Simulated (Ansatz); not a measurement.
Relaxed-ion elastic tensor of BN in space group P6_3/mmc (No. 194; B on 2d, N on 2c) in GPa (Voigt order), plane-wave PAW r²SCAN+D4 (Ansatz code); density 2.31 g/cm³, 8.92 Å³ per atom.

```
 922   200  -0.1   0.0   0.0   0.0
 200   922  -0.1   0.0   0.0   0.0
-0.1  -0.1  33.4   0.0   0.0   0.0
 0.0   0.0   0.0   5.4   0.0   0.0
 0.0   0.0   0.0   0.0   5.5   0.0
 0.0   0.0   0.0   0.0   0.0   361
```

Is the crystal mechanically stable?

Yes: the smallest eigenvalue of C is 5.4 GPa.

Work out the Voigt and Reuss bounds. Is their mean of use?

K_V = 253, K_R = 31.5; G_V = 186, G_R = 12.2 GPa. The bounds lie so far apart that a Hill average or a Debye temperature from it would say little.

The cell was relaxed with r²SCAN+D4 under the symmetry of its start.

Potentials: the earlier of the program's two PAW sets.
